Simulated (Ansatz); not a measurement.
The start is a relaxed TiC cell displaced along its unstable phonon at q = (½, 0, 0) of its primitive reciprocal cell (305i cm⁻¹), largest move 0.15 Å. The structure is fully relaxed (lattice and positions, P = 0) with PBE (plane waves to 420 eV, PAW, scalar-relativistic; Ansatz, a quantum-chemistry and plane-wave program). The first steps use a coarse 5×10×10 k-mesh.

The start:
```
CELL_PARAMETERS angstrom
      0.00000     5.51531     5.51531
      2.75765     0.00000     2.75765
      2.75765     2.75765     0.00000
ATOMIC_POSITIONS crystal
  Ti 0.37500 0.75329 0.74788
  Ti 0.87500 0.74671 0.75212
  Ti 0.25000 0.50329 0.49788
  Ti 0.75000 0.49671 0.50212
  C  0.00000 0.95620 0.02828
  C  0.50000 0.04380 0.97172
  C  0.12500 0.29380 0.22172
  C  0.62500 0.20620 0.27828
```

How much energy is released per atom?

About 2.1 eV/atom.

Is the parent structure recovered?

It does not go back: it reaches C2/m (No. 12), 2.11 eV/atom below the parent.

What band gap does the relaxed structure have at this level?

No gap (metallic).

Final values are on a 15×15×14 k-mesh of the relaxed cell. The start holds a very short contact (C–C 2.11 Å). No spin polarisation in the result.

The run could not lose the symmetry of its start: the end is stationary, and may be a saddle point rather than a minimum.

The relaxed structure here is a generated cell of TiC: the first start was made by placing the elements on the sites of a structure type, and the end was not matched to a known phase here, so it may be hypothetical. Known forms of TiC include space group No. 225.
